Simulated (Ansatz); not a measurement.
Ansatz (a first-principles code) input:

Ansatz 0.2 input:
```yaml
crystal:
  lattice:
    - [5.0974843504, 0.0, 0.0]
    - [0.0, 3.1359428806, 0.0]
    - [-0.0033990247, 0.0, 5.427442131]
  atoms:
    - { symbol: Al, position: [0.000585403, 0.5, 0.6673696146] }
    - { symbol: Ga, position: [0.4989978393, 0.5, 0.3348525222] }
    - { symbol: Ga, position: [0.4989693511, 0.0, 0.8316059351] }
    - { symbol: Ga, position: [0.9996455439, 0.0, 0.1661961042] }
    - { symbol: N, position: [0.1198069318, 0.5, 0.339778842] }
    - { symbol: N, position: [0.1178947088, 0.0, 0.826696433] }
    - { symbol: N, position: [0.6205463506, 0.0, 0.1662403819] }
    - { symbol: N, position: [0.6309538714, 0.5, 0.667260167] }
kpoints:
  mp_grid: { grid: [6, 9, 5] }
hamiltonian:
  xc: lda
  pseudopotentials: { kind: paw }
scf:
  occupations: { method: fixed }
phonons:
  method: dfpt
  response_accuracy: low
  eigenvectors: true
  rigid_motions: translations
  dielectric: true
  raman: true
```

Output (shortened):

```
Pseudopotential: Al, paw, valence charge 3
Pseudopotential: Ga, paw, valence charge 13
Pseudopotential: N, paw, valence charge 5
Functional definition: SPW92
Crystal: 8 atoms, lattice volume = 86.760 Å³
Basis set: ecut = 420 eV, 1701 PW (Γ), exchange–correlation on 72×48×80 points (8 copies of the dense FFT grid, shifted against one another)
Bands: 39, of which v1, the nominal top of the filled ones, is band 31 counted from 1 (30 counted from 0)
Symmetry: 2 space group operations
k-points: 136 of 270 (irreducible under 1 space group operation, time reversal used)
SCF 1 converged in 11 iterations: F = -13136.111346 eV  dr2 = 1.26e-11
── the response to a field inside a basis, on 6×10×6 k-points: an SCF that follows is theirs, and a resumed run solves both again ──
Crystal: 8 atoms, lattice volume = 86.760 Å³
Bands: 32, of which v1, the nominal top of the filled ones, is band 31 counted from 1 (30 counted from 0)
k-points: 90
SCF 1 converged in 8 iterations: F = -13136.036853 eV  dr2 = 4.63e-11
WARN: field response: ε∞ stands inside a basis, on 6×10×6 points …
phonon interpolation: 14 periodic images of 8 blocks of the force constants (a block to an ordered pair of atoms and a translation) lie up to 7.24e-3 Å farther …
SCF converged after 11 iterations
Free energy (F): -13136.111346 eV
Harris-Foulkes:  -13136.111346 eV  (|F-HF|=3.64e-12)
Internal energy: -13136.111346 eV  (E = F + TS)
E sigma→0 (E₀):  -13136.111346 eV
Fermi energy:    9.192757 eV
--- Per-component energies (eV) ---
  E_band       = -12.743611
  E_kinetic    = 903.789533
  E_local      = -6561.094273  (includes V_loc(G=0)·N_el)
  E_nonlocal   = 1490.968372
  E_hartree    = 3006.663850
  E_xc         = -485.506052
  E_vxc        = -512.004437  (∫ρ·V_xc dr)
  E_paw        = -6667.510608  (= ΣΔE_a)
  E_vpaw       = -1347.730452  (= ΣTr[D̂ρ^β])
  E_aug_tail   = 0.000138  (compensation charges beyond the density's cutoff)
  E_ewald      = -4828.983638
  E_core_change = 5.561332  (= ΣΔE_core)
  E_smearing   =  0.000000  (= −TS)
  E_closure    = 0.000000  (closes the sum)
  Σ components = -13136.111346   (vs F -13136.111346, Δ=0.00e0)
--- Band table (eV; the first three rows and the last of 136) ---
  k-point 0: bands = ["-6.7296", "-5.7904", "-5.5785", "-5.3182", "-4.2478", "-4.2453", "-4.2330", "-4.1801", "-4.1371", "-4.0818", "-4.0770", "-4.0326", "-3.9731", "-3.9236", "-3.9170", "-3.8633", "-2.9251", "-2.7681", "-2.1926", "2.0825", "2.7818", …
  k-point 1: bands = ["-6.6211", "-5.8220", "-5.5869", "-5.3317", "-4.2448", "-4.2352", "-4.2105", "-4.1732", "-4.1313", "-4.0841", "-4.0833", "-4.0336", "-3.9785", "-3.9397", "-3.9254", "-3.8691", "-3.3217", "-2.6885", "-2.0938", "2.2393", "3.1067", …
  k-point 2: bands = ["-6.3444", "-5.9892", "-5.5895", "-5.3530", "-4.2379", "-4.2180", "-4.1464", "-4.1456", "-4.1192", "-4.0964", "-4.0792", "-4.0348", "-3.9919", "-3.9659", "-3.9424", "-3.8746", "-3.8070", "-2.5299", "-2.1732", "2.6655", "3.3435", …
  k-point 135: bands = ["-5.7455", "-5.5619", "-5.4809", "-5.1115", "-4.2002", "-4.1765", "-4.1147", "-4.1058", "-4.0979", "-4.0762", "-4.0321", "-3.9907", "-3.9543", "-3.9199", "-3.9103", "-3.0874", "-2.6990", "-2.5475", "-2.2602", "2.6788", "2.8834", …
--- Phonons (Γ-DFPT): 24 representative perturbations + reference, on 136 of 270 k-points (Σ response iterations 79) ---
  ASR residual: 1.717e-4 → 0.000e0 eV/Å²; symmetrization residual: 1.105e-4 eV/Å²
  ASR residual per site (eV/Å²): 8.06e-5 6.63e-5 6.05e-5 8.18e-5 1.17e-4 1.45e-4 1.64e-4 1.72e-4
  Γ frequencies (cm⁻¹): 0.00 0.00 0.00 140.40 154.02 160.24 197.53 246.46 263.14 316.66 402.34 412.23 562.78 570.09 571.36 571.86 591.12 608.96 634.28 656.85 664.13 698.33 707.45 714.74
  ε∞ (high-frequency dielectric tensor):
        5.458016     0.000000    -0.002976
        0.000000     5.284260     0.000000
       -0.002976     0.000000     5.279889
  ε⁰ (static dielectric tensor: ions relaxed, cell fixed):
       10.293909     0.000000    -0.003785
        0.000000     9.235283     0.000000
       -0.003785     0.000000     9.262700
  ε⁰ − ε∞ (ionic part):
        4.835893     0.000000    -0.000808
        0.000000     3.951024     0.000000
       -0.000808     0.000000     3.982811
  softest optical mode at Γ: 140.40 cm⁻¹; the repairs (sum rule, projections) moved no ω² at Γ by more than (7.54 cm⁻¹)²
  Born effective charges Z* (e; rows j = field, columns β = displacement):
    site 0:
         2.73323    0.00000    0.01190
         0.00000    2.48836    0.00000
         0.02261    0.00000    2.62509
    site 1:
         2.66020    0.00000   -0.14236
         0.00000    2.57872    0.00000
         0.10300    0.00000    2.62092
    site 2:
         2.63100    0.00000    0.13882
         0.00000    2.60857    0.00000
        -0.10227    0.00000    2.56676
    site 3:
         2.79371    0.00000   -0.00442
         0.00000    2.58164    0.00000
        -0.01882    0.00000    2.47141
    site 4:
        -2.70800    0.00000   -0.00126
         0.00000   -2.61652    0.00000
        -0.02944    0.00000   -2.50105
    site 5:
        -2.72531    0.00000   -0.00273
         0.00000   -2.41850    0.00000
         0.02743    0.00000   -2.55456
    site 6:
        -2.69672    0.00000    0.02065
         0.00000   -2.58215    0.00000
        -0.00113    0.00000   -2.57436
    site 7:
        -2.68810    0.00000   -0.02059
         0.00000   -2.64012    0.00000
        -0.00139    0.00000   -2.65421
  Z* charge neutrality: 1.867e-2 e pre-enforcement
  solved inside a basis spanned on kpoints, on 6×10×6 k-points transformed towards the longest dipole: ε∞ is read to err by 2.3e-2, Z* by 2.0e-2 e (field_mesh …
  Raman tensors (in the event stream and the table raman_tensors.tsv) …
  optical modes at Γ without the LO–TO term, one row a degenerate level:
      ω (cm⁻¹)  modes    IR ((D/Å)²/amu)  static Raman (Å⁴/amu)  depolarisation
        140.40      1             0.0001                 0.4796           0.750
        154.02      1             0.0018                 0.5216           0.749
        160.24      1             0.0016                 0.1405           0.750
        197.53      1             0.0129                 0.1196           0.692
        246.46      1             0.1288                 0.4493           0.750
        263.14      1             0.1414                 0.1484           0.106
        316.66      1             0.0013                 1.0866           0.034
        402.34      1             1.7621                 1.3253           0.728
        412.23      1             2.3966                 2.8109           0.681
        562.78      1            46.6557                33.8469           0.749
        570.09      1            15.3568                21.6764           0.750
        571.36      1            23.3872                20.2805           0.749
        571.86      1            26.0029                 6.6072           0.750
        591.12      1            18.4573                13.8678           0.711
        608.96      1             0.9323                 6.3555           0.750
        634.28      1            18.8256                 5.0943           0.750
        656.85      1             1.6199                 7.0239           0.055
        664.13      1            12.9022                 2.2528           0.750
        698.33      1             1.4459                 1.7069           0.228
        707.45      1             0.7286                 3.6620           0.063
        714.74      1             2.3198                 2.0480           0.042
  optical modes at Γ + LO–TO along q̂ = [1.0000, 0.0000, 0.0000]:
      ω (cm⁻¹)  modes    IR ((D/Å)²/amu)  static Raman (Å⁴/amu)  depolarisation
        140.40      1             0.0001                 0.4796           0.750
        154.02      1             0.0018                 0.5215           0.749
        160.24      1             0.0016                 0.1405           0.750
        197.60      1             0.0037                 0.1380           0.699
        246.46      1             0.1288                 0.4493           0.750
        263.62      1             0.0466                 0.1883           0.199
        316.67      1             0.0004                 1.0867           0.034
        403.08      1             1.4450                 1.0857           0.699
        416.80      1             0.4234                 1.0506           0.597
        570.09      1            15.3568                21.6764           0.750
        571.36      1            23.1058                20.2904           0.749
        571.86      1            26.0029                 6.6072           0.750
        587.12      1            10.9133                 7.4735           0.678
        608.96      1             0.9323                 6.3555           0.750
        629.29      1            16.7862                 5.9909           0.749
        655.10      1             2.1915                 6.9334           0.100
        664.13      1            12.9022                 2.2528           0.750
        695.79      1             3.7983                 8.8309           0.607
        702.26      1             1.7514                 7.2795           0.627
        710.98      1             1.1109                 5.7382           0.071
        787.40      1            56.1777                43.6022           0.734
  optical modes at Γ + LO–TO along q̂ = [0.0000, 1.0000, 0.0000]:
      ω (cm⁻¹)  modes    IR ((D/Å)²/amu)  static Raman (Å⁴/amu)  depolarisation
        140.40      1             0.0000                 0.4796           0.750
        154.02      1             0.0018                 0.5216           0.749
        160.25      1             0.0005                 0.1421           0.750
        197.53      1             0.0129                 0.1196           0.692
        247.10      1             0.0358                 0.5142           0.750
        263.14      1             0.1414                 0.1484           0.106
        316.66      1             0.0013                 1.0866           0.034
        402.34      1             1.7621                 1.3253           0.728
        412.23      1             2.3966                 2.8109           0.681
        562.78      1            46.6557                33.8469           0.749
        570.74      1             0.0011                20.2961           0.750
        571.36      1            23.3872                20.2805           0.749
        591.12      1            18.4573                13.8678           0.711
        607.62      1             0.1237                 6.7112           0.750
        634.28      1            18.8256                 5.0943           0.750
        635.50      1             2.7096                 3.5688           0.750
        656.85      1             1.6199                 7.0239           0.055
        698.33      1             1.4459                 1.7069           0.228
        707.45      1             0.7286                 3.6620           0.063
        714.74      1             2.3198                 2.0480           0.042
        788.78      1            52.4540                11.9756           0.750
  optical modes at Γ + LO–TO along q̂ = [0.0000, 0.0000, 1.0000]:
      ω (cm⁻¹)  modes    IR ((D/Å)²/amu)  static Raman (Å⁴/amu)  depolarisation
        140.40      1             0.0001                 0.4796           0.750
        154.03      1             0.0006                 0.5244           0.749
        160.24      1             0.0016                 0.1405           0.750
        197.53      1             0.0124                 0.1208           0.693
        246.46      1             0.1288                 0.4493           0.750
        263.23      1             0.1265                 0.1427           0.093
        316.66      1             0.0011                 1.0877           0.035
        405.17      1             1.1268                 1.5565           0.742
        413.10      1             1.7885                 2.6435           0.663
        562.87      1            46.2635                33.9746           0.749
        570.09      1            15.3568                21.6764           0.750
        571.86      1            26.0029                 6.6072           0.750
        583.05      1             4.3762                23.7641           0.733
        608.96      1             0.9323                 6.3555           0.750
        614.57      1             5.5451                10.2692           0.746
        655.99      1             1.3707                 6.4017           0.058
        664.13      1            12.9022                 2.2528           0.750
        694.30      1             1.6467                 2.0565           0.018
        707.45      1             0.7134                 3.6923           0.063
        712.01      1             2.0279                 2.3141           0.188
        792.78      1            52.7569                11.5027           0.749
```

Cost: very roughly 50 core-minutes on shared cores.

Space group Pm. The workflow started from a Materials Project entry (that database holds measured and hypothetical structures alike); the Crystallography Open Database copy checked does not list it. With Al and Ga taken as one species the cell has the higher symmetry P6_3mc, so it may be an ordered model of a mixed-site phase. Its standing as an ambient phase is unchecked. Symmetry was held in the LDA relaxation; phonons on a q-mesh show no instability. Spin–orbit coupling is left out wherever it is not named.

Potentials: the later of the program's two PAW sets.

Ansatz is a plane-wave DFT program.
